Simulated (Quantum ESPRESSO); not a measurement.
Kohn-Sham bands of BN (zinc blende)

```
BN
1.0
    0.00000     1.81300     1.81300
    1.81300     0.00000     1.81300
    1.81300     1.81300     0.00000
B N
1 1
Direct
  0.00000   0.00000   0.00000
  0.25000   0.25000   0.25000
```

Structure: Materials Project mp-1639, symmetrised, not relaxed again. COD (Crystallography Open Database) has the formula in 3 space groups, this one among them (matched by group alone). Method: LDA plane waves in Quantum ESPRESSO 7.5 (PseudoDojo norm-conserving files, 68 Ry, no spin polarisation, no spin-orbit coupling), Bloch states on a 12×12×12 mesh through Γ, Wannier90 4.0.1. Density: 14×14×14 mesh, cold smearing 0.01 Ry.

Question: List the Kohn-Sham levels between −8 and 7.4 eV relative to the valence-band maximum at the high-symmetry points, as a band run of pw.x on that density gives them (levels within 2 meV counted together).

Answer: 
```tsv
point	k (reciprocal lattice)	levels (eV)
Γ	0.000 0.000 0.000	0.00 (×3)
X	-0.500 -0.500 0.000	-4.89 (×2), 4.40
U	-0.375 -0.375 0.250	-7.66, -4.06, 6.83
K	-0.375 0.000 0.375	-7.66, -4.06, 6.83
L	0.000 0.000 0.500	-1.94 (×2)
W	-0.500 -0.250 0.250	-7.47, -6.96, -6.50
```
